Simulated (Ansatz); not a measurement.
GaSb (zinc blende): values from a third-order Birch-Murnaghan fit to a volume scan beside measured ones. Computed values: r2SCAN (plane waves to 500 eV, PAW, scalar-relativistic; Ansatz, an electronic-structure program). GaSb was relaxed with its symmetry unable to fall. Spin-orbit coupling is left out, though Sb is heavy.

| quantity | reference | kind | r2SCAN | difference |
|---|---|---|---|---|
| Lattice constant a (Å) | 6.0959 | measured, room temperature or unstated | 6.133 | +0.6 % |
| Bulk modulus B₀ (GPa) | 57 | measured, room temperature or unstated | 53.1 | -6.9 % |

References as given in: I. Vurgaftman, J. R. Meyer, L. R. Ram-Mohan, Journal of Applied Physics (2001), doi:10.1063/1.1368156; Cormac Toher, Corey Oses, Jose J. Plata et al., Physical Review Materials (2017), arXiv:1611.05714. Values not taken to low temperature hold thermal and zero-point shifts that a static calculation lacks, so small differences there are no errors of the method.

(Under strain, the slope of the energy per volume gives the stress and its curvature an elastic modulus.)
